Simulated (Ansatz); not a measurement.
**MgO: computed property card**

MgO:
```xyz
4
Lattice="3.2903 0.0000 0.0000 -1.6451 2.8495 0.0000 0.0000 0.0000 5.0378" Properties=species:S:1:pos:R:3 pbc="T T T"
Mg     0.0000     1.8996     0.0249
Mg     1.6451     0.9498     2.5438
O      0.0000     1.8996     2.0134
O      1.6451     0.9498     4.5323
```

Space group P6_3mc (No. 186), wurtzite; conventional cell a = 3.2903 Å, b = 3.2903 Å, c = 5.0378 Å, α = 90.00°, β = 90.00°, γ = 120.00°.

Method: plane-wave PAW r²SCAN (Ansatz code). Geometry: relaxed at this level of theory. Other levels are named where they apply.

**Cell and energy**

* **Volume per atom**: 11.81 Å³
* **Density**: 2.83 g/cm³
* **Formation energy from the elements (no fitted shifts)**: -2.83 eV/atom

**Electronic structure**

Band gap: 4.22 eV (direct)
Valence-band maximum: at Γ
Conduction-band minimum: at Γ
Electron effective mass: 0.36 mₑ (isotropic)
Hole effective mass: 0.41 along z (mₑ)
HSE06 gap on the r²SCAN cell: 5.15 eV

**Mechanics**

Elastic constants (relaxed ions, GPa): C11 = 203, C12 = 104, C13 = 98.7, C33 = 123, C44 = 64.7
Mechanical stability: stable (all eigenvalues of C positive)
Hill bulk and shear moduli: 121 and 47.7 GPa
Young's modulus: 126 GPa
Poisson's ratio: 0.33
Debye temperature from the elastic constants: 601 K
Piezoelectric stress constants (proper, relaxed ions, C/m²): e15 = e24 = -0.37, e31 = e32 = -0.71, e33 = 1.93

**Dielectric response**

* **Electronic dielectric constant ε∞ (DFPT)**: 2.79 (xx = yy), 2.87 (zz)
* **Static dielectric constant ε0 (ions relaxed, cell fixed)**: 5.27 (xx = yy), 6.75 (zz)
* **Born charges (a third of the trace)**: Mg +1.84, O -1.84 e
* **Largest static χ(2) component**: 4.6 pm/V

**Phonons**

- Highest zone-centre frequency (without LO–TO term): 539 cm⁻¹
- Zone-centre stability: no imaginary mode at Γ
- Dynamical stability on the path: stable (no imaginary branch)
- Zero-point energy: 75.6 meV/atom
- Vibrational entropy at 300 K: 14.7 J/(K·mol of atoms)

**Charges**

- Bader charges = Mg +1.73, O -1.73 e

The first step of the workflow began from a Materials Project structure, measured or hypothetical; the Crystallography Open Database copy checked does not list it. It is not the phase usual at ambient conditions (space group No. 225). The cell was relaxed with r²SCAN under the symmetry of its start. Signs of piezoelectric constants follow the polarity of the cell as given. The references are the lowest solids computed at this level, not always the standard phases (solids in place of the gases).

Potentials: the earlier of the program's two PAW sets.
